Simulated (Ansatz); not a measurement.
KCl:
```xyz
2
Lattice="0.0000 3.1908 3.1908 3.1908 0.0000 3.1908 3.1908 3.1908 0.0000" Properties=species:S:1:pos:R:3 pbc="T T T"
K      0.0000     0.0000     0.0000
Cl     3.1908     3.1908     3.1908
```

Cartesian axes are those of the cell as given.

Question: Give the high-frequency dielectric tensor and the Born effective charge tensors of the independent atoms from DFPT, DFT-PBE in the program Ansatz with PAW potentials.

Answer: 
ε∞:
```
2.28  0.00  0.00
0.00  2.28  0.00
0.00  0.00  2.28
```
Z* of atom 1 (K), rows: field, columns: displacement, in e:
```
1.13  0.00  0.00
0.00  1.13  0.00
0.00  0.00  1.13
```
Z* of atom 2 (Cl), rows: field, columns: displacement, in e:
```
-1.13   0.00   0.00
 0.00  -1.13   0.00
 0.00   0.00  -1.13
```

Static charges for comparison (Bader): K1 +0.85, Cl2 -0.85 e. Born charges measure polarisation by displacement and can exceed these by far.

Space group Fm-3m (rock salt). The PBE relaxation kept the symmetry of its start.

Potentials: the later of the program's two PAW sets.
